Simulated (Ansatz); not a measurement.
**CsCdCl3: do energies and stresses tell the same story?**

These are results of Ansatz 0.2.0, DFT LDA, scalar-relativistic, plane waves, PAW, not measurements.

Plane waves to 420 eV, a k mesh through Γ of 6×6×6 on the computed 5-atom cell and Gaussian smearing (0.02 eV); no spin polarisation.

Relaxed cell: Pm-3m, a = 5.112 Å, b = 5.112 Å, c = 5.112 Å, α = 90.00°, β = 90.00°, γ = 90.00°, 5 atoms in the primitive cell. Whether it is the stable form of this composition wasn't checked.

Energies at zero smearing and pressures from the stress tensor, at volumes with shape and atoms relaxed:
```tsv
V (Å³/atom)	E − E(first) (meV/atom)	P (GPa)
23.514	0.00	7.53
24.316	-31.49	5.13
25.117	-51.97	3.12
25.919	-63.23	1.43
26.721	-66.77	0.03
27.522	-63.87	-1.15
28.324	-55.58	-2.13
29.393	-37.66	-3.20
```

Task: Check P = −dE/dV between neighbouring volumes, and get the bulk modulus from the pressures alone.

Result: With 1 eV/Å³ = 160.2 GPa:
```tsv
middle V (Å³/atom)	−ΔE/ΔV (GPa)	mean P (GPa)
23.915	6.295	6.331
24.717	4.091	4.122
25.518	2.250	2.275
26.320	0.709	0.730
27.121	-0.580	-0.562
27.923	-1.657	-1.642
28.858	-2.687	-2.665
```

The two differ by 0.04 GPa at most. The mean of two end pressures misses the average over a step by about ΔV² P″/12, up to 0.04 GPa here; with that taken off 0.00 GPa remains. Around V = 26.721 Å³/atom, the two neighbours give B = −V ΔP/ΔV = 26.721 × 2.58 / 1.603 = 43.1 GPa, against B0 = 42.7 GPa from the Birch–Murnaghan fit of the energies.

Symmetry holds off the tilts and polar distortions that many cubic perovskites undergo.